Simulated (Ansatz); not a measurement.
**Structures of KNb: which is lowest?**

Plane-wave DFT in Ansatz with scalar-relativistic PAW potentials, cutoff 420 eV, Γ-centred meshes chosen by cell and gap, Gaussian smearing with energies taken to zero width. Every cell was relaxed (cell and atoms) in a run of its own, within the symmetry of its start. Functional: PBE.

Relaxed structures (starts from databases or built by putting these elements on another compound's sites):
A. R-3m, 2 atoms in the computed cell, a = 2.983 Å, c = 19.941 Å; sites (symmetry × multiplicity) K -3m × 3, Nb -3m × 3; start: built
B. P-6m2, 2 atoms in the computed cell, a = 2.983 Å, c = 6.653 Å; sites (symmetry × multiplicity) K -6m2 × 1, Nb -6m2 × 1; start: built

Rank them by energy. Could pressure change the order?

```csv
structure,group,E − E(lowest) (meV/atom),V (Å³/atom),gap on mesh (eV)
A,R-3m,0.0,25.60,0.00
B,P-6m2,2.1,25.63,0.00
```

A and B are level within the 5 meV/atom that separate runs leave open. The two lowest differ in volume by under 3 %, too little for a first-order estimate of what pressure does to that pair (other pairs aren't weighed here). Other structures may lie lower than all of these, and vibrations aren't counted.